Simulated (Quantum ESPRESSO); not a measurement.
```xyz
3
Lattice="3.2980 0.0000 0.0000 -1.6490 2.8562 0.0000 0.0000 0.0000 16.1000" Properties=species:S:1:pos:R:3 pbc="T T T"
S      1.6490     0.9521    -1.5084
S      1.6490     0.9521     1.5084
Mo     0.0000     0.0000     0.0000
```

The PBEsol cell relaxed from Materials Project entry mp-1434 was given a biaxial strain of +5 % in the plane, and the atoms were relaxed again, with the Coulomb interaction truncated along z.

**Question.** What does norm-conserving PBEsol (Quantum ESPRESSO, 80 Ry, without SOC) give for the electronic structure near the Fermi level?

**Answer.** The PBEsol gap is indirect, 0.76 eV, from Γ to K; the smallest direct gap is 1.30 eV. The valence-band maximum lies 5.69 eV below the vacuum level. Spin-orbit splittings are left out.
